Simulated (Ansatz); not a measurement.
# La₂Os: relaxed-ion elastic tensor

All numbers below come from DFT PBE, scalar-relativistic, plane waves, PAW (Ansatz). Plane waves to 420 eV; Γ-centred k mesh 12×12×8; Fermi-Dirac smearing of 0.15 eV. No spin polarisation.

Equilibrium structure at this level:
```yaml
crystal:
  lattice:
    - [4.25568, 0.00000, 0.00000]
    - [-2.12784, 3.68553, 0.00000]
    - [0.00000, 0.00000, 6.54131]
  atoms:
    - { symbol: La, position: [0.33333, 0.66667, 0.22356] }
    - { symbol: La, position: [0.66667, 0.33333, 0.77644] }
    - { symbol: Os, position: [0.00000, 0.00000, 0.00000] }
```

The cell was found from a structure generator's guess, not taken from experiment. In a metal, frequencies and elastic constants depend on the k mesh and the smearing, soft modes and shear constants most. Spin–orbit coupling is left out, which matters for heavy elements.

Question: Give the relaxed-ion elastic constants (GPa, Voigt order xx yy zz yz xz xy, on the Cartesian axes of the cell above).

Answer:
```
71.2 25.1 13.9 -4.8  0.0  0.0
25.1 71.2 13.9  4.8  0.0  0.0
13.9 13.9 21.8  0.0  0.0  0.0
-4.8  4.8  0.0  6.3  0.0  0.0
 0.0  0.0  0.0  0.0  6.3 -4.8
 0.0  0.0  0.0  0.0 -4.8 23.1
```

Question: Is the crystal stable against homogeneous strain?

Answer: Too close to call: the least eigenvalue is 5.0 GPa, within what the k mesh leaves open in a metal.
